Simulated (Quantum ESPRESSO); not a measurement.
**Computed NMR tensors in BeS**

```xyz
2
Lattice="0.0000 2.4250 2.4250 2.4250 0.0000 2.4250 2.4250 2.4250 0.0000" Properties=species:S:1:pos:R:3 pbc="T T T"
Be     0.0000     0.0000     0.0000
S      1.2125     1.2125     1.2125
```
The cell was made here from an entry of the Crystallography Open Database (unchecked): atoms relaxed with PBE in the measured cell (PBE without dispersion, pw.x of a modified build of Quantum ESPRESSO, symmetry kept).  Stability against distortions was not tested.

These are absolute shieldings with no macroscopic susceptibility term; δ = σ_ref − σ needs a reference computed alike. By our sweeps, such settings leave a few ppm in absolute σ. No d partial waves on S: the paramagnetic term there is incompletely reconstructed.

What do the calculations give at each independent site (shieldings by GIPAW with PBE in Quantum ESPRESSO, on JTH PAW datasets, 20 Ha, k-mesh 6×6×6 shifted, f-sum rule met within 0.012 %)?


```tsv
site	site symmetry	σ_iso (ppm)
Be (atom 1)	-43m	87
S (atom 2)	-43m	672
```
